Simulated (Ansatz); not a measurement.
**What DFT gives for RbTe$_{2}$S$_{3}$**

```yaml
crystal:
  lattice:
    - [0.00000, 4.62011, 0.00000]
    - [8.77890, -2.31005, 0.00000]
    - [3.58935, 0.00000, -8.43960]
  atoms:
    - { symbol: S, position: [0.69250, 0.38500, 0.54200] }
    - { symbol: S, position: [0.30750, 0.61500, 0.45800] }
    - { symbol: Te, position: [0.52040, 0.04080, 0.77350] }
    - { symbol: Te, position: [0.47960, 0.95920, 0.22650] }
    - { symbol: Te, position: [0.20180, 0.40360, 0.29910] }
    - { symbol: Te, position: [0.79820, 0.59640, 0.70090] }
    - { symbol: S, position: [0.06220, 0.12440, 0.59220] }
    - { symbol: S, position: [0.93780, 0.87560, 0.40780] }
    - { symbol: Rb, position: [0.13470, 0.26940, 0.95350] }
    - { symbol: Rb, position: [0.86530, 0.73060, 0.04650] }
    - { symbol: S, position: [0.58780, 0.17560, 0.37450] }
    - { symbol: S, position: [0.41220, 0.82440, 0.62550] }
```

Method: r2SCAN, no spin polarisation; PAW, plane waves to 500 eV, 6×6×3 Γ-centred mesh, fermi-dirac occupations (width 0.1 eV) (Ansatz 0.2.0), atoms fixed.

(1) What is the formation energy?

(2) Which element gives electrons and which takes them?

(3) Where is the largest force?

(4) Is the cell too large or too small?

(5) Is there a gap?

Origin: a known structure type with other elements, at an estimated volume, so it need not be a known compound. Caveats: many states at the Fermi level without spin polarisation, so a magnetic state may lie lower.

Results:

(1) 0.42 eV an atom against the elements' usual phases (free molecules for gases, crystals otherwise, with no correction for O₂ or N₂), so at this geometry it isn't bound against them. Relaxing would lower it.

(2) Bader charges in e: Rb +0.77, Te +0.15, S -0.35. In the mean Rb gives up most and S takes most.

(3) The largest is on S1 (and as large on other atoms): 1.16 eV/Å, components (0.34, 0.00, -1.11). It makes 44° with the line to a nearest neighbour, Te6 at 2.77 Å, pointing towards it.

(4) The pressure is -0.2 GPa (compression positive), so with the atoms held at these fractions the cell is close to zero pressure; the forces are large, so a full relaxation may end otherwise. The principal stresses -2.5, 0.9, 1.0 GPa differ, so its shape would change too.

(5) It is a metal, with about 11 states/eV a cell as the mean within 0.25 eV of the Fermi level, mostly S p (50 %) and Te p (42 %).
